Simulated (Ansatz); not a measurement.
## NiI3 in the ReO3-type structure: a workflow

The computed numbers are results of PBEsol, scalar-relativistic (collinear spin) in the plane-wave PAW code Ansatz at 420 eV, 6×6×6 k-mesh, Gaussian smearing of 0.05 eV; PAW files: Ansatz's generated set soft_2.

The start was a prototype's sites filled with these elements, not a measured cell. The ideal cubic cell shuts out tilts of the octahedra, which such structures often take.

The first cell:

```yaml
crystal:
  lattice:
    - [5.60000, 0.00000, 0.00000]
    - [0.00000, 5.60000, 0.00000]
    - [0.00000, 0.00000, 5.60000]
  atoms:
    - { symbol: Ni, position: [0.00000, 0.00000, 0.00000] }
    - { symbol: I, position: [0.50000, 0.00000, 0.00000] }
    - { symbol: I, position: [0.00000, 0.00000, 0.50000] }
    - { symbol: I, position: [0.00000, 0.50000, 0.00000] }
```

Starting moments (μB, in the order of the atoms): 3.0, 0.0, 0.0, 0.0.

The first steps of the search for zero pressure:

```
run   level  k-mesh        kind  V (Å³/atom)  P (GPa)  gap on the mesh (eV)  largest moment (μB)
  1  PBEsol   6×6×6  fixed cell        43.90     -4.4                 metal                 0.29
```

(1) At which volume does PBEsol reach zero pressure?

Answer:

(1) 35.72 Å³/atom, about 18.6 % under the start.

The steps that followed:

```
run   level  k-mesh        kind  V (Å³/atom)  P (GPa)  E − E(final) (meV/atom)  gap on the mesh (eV)  largest moment (μB)
  2  PBEsol   6×6×6  fixed cell        42.61     -4.1                    105.3                 metal                 0.26
  3  PBEsol   6×6×6  fixed cell        38.35     -2.2                     19.2                 metal                 0.11
  4  PBEsol   6×6×6  fixed cell        35.43      0.3                      0.3                 metal                 0.05
  5  PBEsol   6×6×6  fixed cell        35.72      0.0                      0.0                 metal                 0.05
```

Cell and atoms are those of this level's equilibrium.

The final structure (symmetry read at 0.01 Å). It takes space group Pm-3m (No. 221, cubic). The conventional cell has a = 5.228 Å, b = 5.228 Å, c = 5.228 Å, α = 90.00°, β = 90.00°, γ = 90.00°. Ni (site symmetry m-3m) has 6 I at 2.61 Å as nearest neighbours. I (site symmetry 4/mmm) has 2 Ni at 2.61 Å as nearest neighbours. (Shells end 15 % past the nearest neighbour.)

At the final geometry the gap, band path included, is zero (metallic) and the site spin moments are Ni 0.05 μB. The equation of state gives B0 = 37 GPa and B0′ = 5.1. Against the elements' standard states, run alike and uncorrected, the formation energy is 0.14 eV/atom, so this structure is unstable against them at this level. The runs in the table took roughly 4 core-minutes.

Spin–orbit coupling, which matters for such heavy elements, is left out. The run wasn't fully tested for a lower electronic state. So small a moment in a metal hangs on mesh and smearing, and semilocal functionals can overstate it, so the real crystal may have none. Site moments are of spin, integrated over atomic spheres. No antiparallel order was tried, and in such compounds it can hold moments and open a gap where a parallel start collapses.
